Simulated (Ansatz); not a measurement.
**Property card for AlSiCN**

AlSiCN:
```yaml
crystal:
  lattice:
    - [3.11006, 0.00000, 0.00000]
    - [-1.55503, 2.69339, 0.00000]
    - [0.00000, 0.00000, 20.06080]
  atoms:
    - { symbol: Al, position: [0.33333, 0.66667, 0.00207] }
    - { symbol: N, position: [0.33333, 0.66667, 0.10012] }
    - { symbol: Al, position: [0.66667, 0.33333, 0.12446] }
    - { symbol: N, position: [0.66667, 0.33333, 0.22231] }
    - { symbol: Al, position: [0.33333, 0.66667, 0.24664] }
    - { symbol: N, position: [0.33333, 0.66667, 0.34459] }
    - { symbol: Al, position: [0.66667, 0.33333, 0.36894] }
    - { symbol: N, position: [0.66667, 0.33333, 0.46854] }
    - { symbol: Si, position: [0.33333, 0.66667, 0.49906] }
    - { symbol: C, position: [0.33333, 0.66667, 0.59047] }
    - { symbol: Si, position: [0.66667, 0.33333, 0.62421] }
    - { symbol: C, position: [0.66667, 0.33333, 0.71667] }
    - { symbol: Si, position: [0.33333, 0.66667, 0.75020] }
    - { symbol: C, position: [0.33333, 0.66667, 0.84268] }
    - { symbol: Si, position: [0.66667, 0.33333, 0.87670] }
    - { symbol: C, position: [0.66667, 0.33333, 0.96765] }
```

Space group P3m1 (No. 156); conventional cell a = 3.1101 Å, b = 3.1101 Å, c = 20.0608 Å, α = 90.00°, β = 90.00°, γ = 120.00°.

Method: PBEsol (plane waves, PAW; program Ansatz). The cell and atoms are relaxed at this level. Other levels are named where they apply.

Cell and energy:

Volume per atom: 10.50 Å³
Density: 3.21 g/cm³
Formation energy from the elements (no fitted shifts): -0.67 eV/atom

Electronic structure:

- Electronic character: metallic (no gap)
- Density of states at the Fermi level: 0.09 states/eV per atom (mean over ±0.08 eV)

Mechanics:

- Bulk modulus (Birch–Murnaghan fit): 199 GPa
- Pressure derivative B′: 3.8

Phonons:

- Highest zone-centre frequency = 933 cm⁻¹
- Zone-centre stability = no imaginary mode at Γ

The start of the workflow was typed in or built on a structure type; the Crystallography Open Database copy checked does not list it. Whether it is the stable phase at ambient conditions was not checked. The cell was relaxed with PBEsol under the symmetry of its start. As this level gives no gap, phonon frequencies hold no LO–TO term and depend on the k-mesh and smearing (Fermi–Dirac, 0.1 eV here). The references are the lowest solids computed at this level, not always the standard phases (solids in place of the gases).

Potentials: the earlier of the program's two PAW sets. The files were generated under PBE; for other functionals the program regenerates the frozen cores, and for LDA and PBEsol the local potential too.
